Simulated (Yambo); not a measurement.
Input:

```xyz
2
Lattice="0.0000 3.5020 3.5020 3.5020 0.0000 3.5020 3.5020 3.5020 0.0000" Properties=species:S:1:pos:R:3 pbc="T T T"
K      0.0000     0.0000     0.0000
I      3.5020     3.5020     3.5020
```

Workflow: norm-conserving PBEsol (Quantum ESPRESSO, 74 Ry, scalar-relativistic), then G0W0 in Yambo (4×4×4 Γ-centred k mesh, 193 bands and a 10 Ry block in the screening, 193 bands in G with the Bruneval-Gonze terminator, plasmon pole fitted at 27.2 eV).

Task: Give the PBEsol and G0W0 gaps between the band edges found on this mesh, and say where the edges lie.

Result: Edges: Γ → Γ. PBEsol: 3.87 eV; G0W0: 6.15 eV. Nearest settings tried, and what they do to the gap: 2 Ry block (51 vectors against 339): -417 meV. Not varied: bands in G, bands in W, mesh. So the settings aren't converged at that level. Spin-orbit coupling is left out, which matters for elements this heavy: edges can move by tenths of an eV.

Geometry relaxed with PBEsol.
